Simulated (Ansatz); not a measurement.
**Data sheet: ReC (DFT)**

ReC (rock salt, Fm-3m), a = 4.311 Å, b = 4.311 Å, c = 4.311 Å, α = 90.00°, β = 90.00°, γ = 90.00°; the cell used has 2 atoms.

Space group Fm-3m (No. 225), rock salt; conventional cell a = b = c = 4.311 Å, α = β = γ = 90.00°.

Method: PBEsol (plane waves, PAW; program Ansatz). Structure relaxed to zero pressure with the same functional. Other levels are named where they apply.

### Cell and energy

```yaml
volume_per_atom: 10.02 Å³
density: 16.43 g/cm³
Formation energy from the elements (no fitted shifts): 0.85 eV/atom
```

### Electronic structure

```yaml
electronic_character: metallic (no gap)
Density of states at the Fermi level: 1.0 states/eV per atom (mean over ±0.08 eV)
Gap with spin–orbit coupling: none (metallic)
```

### Mechanics

```yaml
Bulk modulus (Birch–Murnaghan fit): 397 GPa
Pressure derivative B′: 4.4
Elastic constants (relaxed ions, GPa): C11 = 685, C12 = 254, C44 = -75.0
mechanical_stability: unstable (C has a negative eigenvalue)
```

### Phonons

```yaml
highest_zone_centre_frequency: 217 cm^-1
zone_centre_stability: no imaginary mode at Γ
```

The start of the workflow was typed in or built on a structure type; neither database checked (COD, Materials Project) lists it. Whether it is the stable phase at ambient conditions was not checked. The cell was relaxed with PBEsol under the symmetry of its start. No spin polarisation was allowed. Its formation energy is positive at this level, so the cell may be metastable or incomplete. As this level gives no gap, shear constants depend on the k-mesh and smearing (Fermi–Dirac, 0.1 eV here). As this level gives no gap, phonon frequencies hold no LO–TO term and depend on the k-mesh and smearing (Fermi–Dirac, 0.1 eV here). On the denser mesh and wider smearing of the elastic run this cell carries a stress of 0.4 GPa. The references are the lowest solids computed at this level, not always the standard phases. Scalar-relativistic: spin–orbit coupling is off unless named, which matters more the heavier the elements.

Potentials: the earlier of the program's two PAW sets. The files were generated under PBE; for other functionals the program regenerates the frozen cores, and for LDA and PBEsol the local potential too.
